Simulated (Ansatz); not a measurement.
Se (trigonal Se type, P3_121) at seven volumes, PBE in the plane-wave PAW code Ansatz, shape and atoms relaxed at each. One row is withheld.

```
V (Å³/atom)  P (GPa)
-----------  -------
27.163          0.70
28.058          0.38
28.954          0.15
29.849          0.00
30.745         -0.12
31.640             ?
32.536         -0.22
```

**Question.** Fit the shown pressures and predict the withheld one.

**Answer.** P = (3/2)B₀(x^(7/2) − x^(5/2))[1 + (3/4)(B′ − 4)(x − 1)] with x = (V₀/V)^(2/3). Least squares on the six rows gives V₀ = 29.796 Å³/atom, B₀ = 4.5 GPa, B′ = 12.03. At V = 31.640, x = 0.9608 and P = -0.18 GPa. The run itself gave -0.19 GPa.

The cell was relaxed with PBE under the symmetry of its start. A crystal of weakly bound chains computed without a dispersion correction: the cell and the soft elastic constants depend strongly on that.

Potentials: the later of the program's two PAW sets.
